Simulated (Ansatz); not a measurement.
ScPd3N:
```yaml
crystal:
  lattice:
    - [4.20331, 0.00000, 0.00000]
    - [0.00000, 4.20331, 0.00000]
    - [0.00000, 0.00000, 4.20331]
  atoms:
    - { symbol: Sc, position: [0.00000, 0.00000, 0.00000] }
    - { symbol: Pd, position: [0.00000, 0.50000, 0.50000] }
    - { symbol: Pd, position: [0.50000, 0.00000, 0.50000] }
    - { symbol: Pd, position: [0.50000, 0.50000, 0.00000] }
    - { symbol: N, position: [0.50000, 0.50000, 0.50000] }
```

Relaxed with PBE. Special points in fractions of this cell's reciprocal vectors: Γ (0.000, 0.000, 0.000); X (0.000, 0.500, 0.000); M (0.500, 0.500, 0.000); R (0.500, 0.500, 0.500).

Task: List the band energies nearest the Fermi level at these points for the program Ansatz at the PBE level (PAW).

Result: In eV from the Fermi level; about four levels below and three above (degenerate sets whole), none deeper than 8.9 eV; points with the same levels are listed once.

| k | below | above |
|---|---|---|
| Γ | -1.36 -1.24 -1.24 -1.24 | 1.30 1.32 1.32 |
| X | -2.10 -1.24 -1.01 -1.01 | 0.68 0.68 0.98 |
| M | -1.51 -0.37 -0.37 -0.26 | 0.30 0.90 0.90 |
| R | -1.42 -1.42 -1.42 -0.08 -0.08 -0.08 | 0.17 0.17 0.17 |

Space group Pm-3m (anti-perovskite). The start of the workflow was typed in or built on a structure type; neither database checked (COD, Materials Project) lists it. Whether it is the stable phase at ambient conditions was not checked. The cell was relaxed with PBE under the symmetry of its start; its stability against distortions is not shown here. The run is not spin-polarised. Spin–orbit coupling is left out wherever it is not named.

Potentials: the later of the program's two PAW sets.
